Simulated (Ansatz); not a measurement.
Ba3Al2Sn2:
```cif
data_Al4Ba6Sn4
_chemical_formula_sum 'Al4 Sn4 Ba6'
_space_group_name_H-M_alt 'Immm'
_space_group_IT_number 71
_space_group_name_Hall '-I 2 2'
_cell_length_a 4.61442
_cell_length_b 5.28587
_cell_length_c 20.71785
_cell_angle_alpha 90.000
_cell_angle_beta 90.000
_cell_angle_gamma 90.000
loop_
_atom_site_label
_atom_site_type_symbol
_atom_site_symmetry_multiplicity
_atom_site_Wyckoff_symbol
_atom_site_fract_x
_atom_site_fract_y
_atom_site_fract_z
_atom_site_occupancy
Al1 Al 4 j 0.00000 0.50000 0.06157 1
Sn1 Sn 4 i 0.00000 0.00000 0.36444 1
Ba1 Ba 2 b 0.50000 0.00000 0.00000 1
Ba2 Ba 4 i 0.00000 0.00000 0.18198 1
```
(The calculation used a cell of 7 atoms; values per cell refer to that cell.)

Relaxed at zero pressure with plane-wave PAW r²SCAN (Ansatz code).

Task: The volume is lowered by 9 % and shape and atoms relax at that volume. What pressure results, and how do the axes share the change?

Result: 3.8 GPa; a -2.5 %, b -3.9 %, c -2.9 %; the energy rises by 36 meV/atom.

Task: Give the new structure.

Result: 
Space group Immm (No. 71); a = 4.4984 Å, b = 5.0813 Å, c = 20.1183 Å, α = β = γ = 90.00°

```json
[
 {"atom": "Al", "site": "4j", "symmetry": "mm2", "x": "0.0000", "y": "0.5000", "z": "0.0621"},
 {"atom": "Sn", "site": "4i", "symmetry": "mm2", "x": "0.0000", "y": "0.0000", "z": "0.3635"},
 {"atom": "Ba", "site": "2b", "symmetry": "mmm", "x": "0.5000", "y": "0.0000", "z": "0.0000"},
 {"atom": "Ba", "site": "4i", "symmetry": "mm2", "x": "0.0000", "y": "0.0000", "z": "0.1848"}
]
```

The phase is kept; no other phase was compared at this pressure.

The workflow started from an entry of the Crystallography Open Database (COD). Whether it is the stable phase at ambient conditions was not checked. Symmetry was held in the r²SCAN relaxation; whether a distortion lowers the energy is not shown. Axis ratios of metals converge slowly with the k-mesh, so a and c are less sure than the volume. Spin–orbit coupling is left out wherever it is not named.

Potentials: the later of the program's two PAW sets.
